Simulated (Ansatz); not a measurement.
Al$_{2}$Au (fluorite type, space group Fm-3m)

```
Al2Au
1.0
    0.00000     6.05991     6.05991
    3.02996     0.00000     3.02996
    3.02996     3.02996     0.00000
Al Au
4 2
Direct
  0.12500   0.25000   0.25000
  0.62500   0.25000   0.25000
  0.37500   0.75000   0.75000
  0.87500   0.75000   0.75000
  0.00000   0.00000   0.00000
  0.50000   0.00000   0.00000
```

A phonon eigenvector at L = (0.5, 0.0, 0.0) is frozen into this cell: atom i moves by Q times the vector below, so Q is the largest atomic displacement, in Å. The cell is held. (q is in reciprocal vectors of the primitive cell; the cell shown is doubled to hold the pattern.)

```csv
atom,x,y,z
Al1,0.154,-0.154,-0.154
Al2,-0.154,0.154,0.154
Al3,-0.154,0.154,0.154
Al4,0.154,-0.154,-0.154
Au5,-0.577,0.577,0.577
Au6,0.577,-0.577,-0.577
```

Method: PBE (plane waves to 420 eV, PAW, scalar-relativistic; Ansatz, a first-principles code). k mesh 13×13×13 (Γ-centred), Fermi-Dirac smearing 0.05 eV. Energies are smeared free energies. With partly filled bands, energies and forces of such displacements shift with the k mesh and the smearing. Al2Au was relaxed with its symmetry unable to fall. Spin-orbit coupling is left out, though Au is heavy. The zero of ΔE is the undisplaced structure.

| Q (Å) | ΔE (meV/cell) |
|---|---|
| -0.280 | 757 |
| -0.187 | 341 |
| -0.093 | 86 |
| 0.000 | 0 |
| 0.093 | 86 |
| 0.187 | 341 |
| 0.280 | 757 |

Task: Which DFPT wavenumber at L = (0.5, 0.0, 0.0) belongs to this mode?
A) 262 cm⁻¹
B) 57 cm⁻¹
C) 116 cm⁻¹
D) 239 cm⁻¹

Result: C, 116 cm⁻¹. The curvature of the scan gives 116 cm⁻¹

(A displaced cell: forces are minus the slopes of the energy, force constants its curvatures, and phonons follow from these.)
